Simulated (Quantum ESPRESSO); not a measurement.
Zn2MgCaO3, a curve over strain

Simulated, not a measurement. The program is pw.x of Quantum ESPRESSO 7.5 (plane-wave density functional theory). The cell is made up: 7 atoms on a rocksalt lattice with one site empty, with randomly drawn elements, strain and displacements, not relaxed. PseudoDojo standard norm-conserving files (v0.5 for PBE, v0.4.1 for LDA and PBEsol) set the functional; there is no spin polarisation, spin-orbit coupling or dispersion term, and the masses in the input are unused placeholders. A spin-polarised start on this cell or one of its family kept no moment.

Seven runs add a strain to one cell (shear xy, as the tensor component); the atoms follow the cell and are not relaxed. Stress in the table is positive in tension.

Input of the run at +0.0015:

```
&control calculation='scf', pseudo_dir='./dojo.nc.sr.pbe.v0_5.standard.upf', outdir='./o', disk_io='low', tprnfor=.true., tstress=.true. /
&system ibrav=0, nat=7, ntyp=4, nbnd=49, ecutwfc=84.00895049, nosym=.true., tot_charge=0,
 occupations='smearing', smearing='fd', degauss=0.0073498644
/
&electrons conv_thr=7.350e-09, electron_maxstep=60, /
ATOMIC_SPECIES
Ca 1.0 Ca.upf
Mg 1.0 Mg.upf
O 1.0 O.upf
Zn 1.0 Zn.upf
CELL_PARAMETERS angstrom
4.5201 -0.0096 -0.0143
-0.0097 4.4972 -0.0107
-0.0143 -0.0107 4.5445
ATOMIC_POSITIONS angstrom
Zn -0.0851 0.061 0.1042
Mg -0.0917 2.2715 2.2304
Zn 2.1973 -0.0064 2.3126
Ca 2.2281 2.3123 0.0879
O 2.2455 -0.1651 -0.0539
O 4.4399 0.0758 2.1977
O 4.563 2.2456 0.0801
K_POINTS automatic
6 6 6 1 1 1
```

| added strain | free energy less that of the input shown (eV) | stress xx (GPa) | stress yy (GPa) | stress zz (GPa) | stress xy (GPa) | pressure (GPa) | iterations |
| --- | --- | --- | --- | --- | --- | --- | --- |
| -0.0237 | 0.0517 | -3.36 | 0.04 | 1.94 | -3.22 | 0.46 | 11 |
| -0.0133 | 0.0202 | -3.23 | 0.11 | 1.86 | -2.01 | 0.42 | 11 |
| -0.0058 | 0.0062 | -3.16 | 0.15 | 1.82 | -1.15 | 0.40 | 11 |
| +0.0015 | 0.0000 | -3.11 | 0.17 | 1.81 | -0.31 | 0.38 | 11 |
| +0.0070 | 0.0004 | -3.10 | 0.17 | 1.81 | 0.33 | 0.37 | 11 |
| +0.0132 | 0.0055 | -3.10 | 0.17 | 1.82 | 1.05 | 0.37 | 11 |
| +0.0157 | 0.0087 | -3.10 | 0.17 | 1.83 | 1.34 | 0.37 | 11 |

A cubic fit gives a slope of stress xy against the added strain of 115 GPa at zero added strain, with the atoms clamped. Across the table the free energy follows the integral of the stress to within 0.3 meV. A rerun of one of the cells at 1437 eV and a 8 x 8 x 8 mesh moved values by no more than 0.004 eV in energy, 0.10 GPa in stress and 0.006 eV/Å in force.